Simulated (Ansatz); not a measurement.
**Moving the functional in Sn3Se**

Space group Pm-3m (No. 221). a = 4.742 Å, b = 4.742 Å, c = 4.742 Å, α = 90.00°, β = 90.00°, γ = 90.00°
```
atom  site  symmetry       x       y       z
  Sn    3c    4/mm.m  0.5000  0.5000  0.0000
  Se    1a      m-3m  0.0000  0.0000  0.0000
```

The cell comes from a database or a generator and needn't be the stable form of this composition.

Kept alike: task band structure; k mesh 6 × 6 × 6; occupations fermi-dirac, width 0.05 eV; no spin polarisation. Program: Ansatz, Ansatz PAW. Cutoffs run from 420 to 500 eV. The mesh is that of the run's cell of 4 atoms. No spin-orbit coupling.

| functional | pressure (GPa) |
| --- | --- |
| LDA | -3.92 |
| PBE | 0.26 |
| PBEsol | -2.64 |
| r2SCAN | -0.56 |

Pressure is positive in compression, with a Pulay correction for the finite cutoff. For a metal such a mesh leaves the last digits unconverged. All rows use potentials made for PBE.

What does the functional change here?

The pressure runs from -3.92 (LDA) to 0.26 GPa (PBE). From PBE: LDA -4.18; PBEsol -2.90; r2SCAN -0.82.
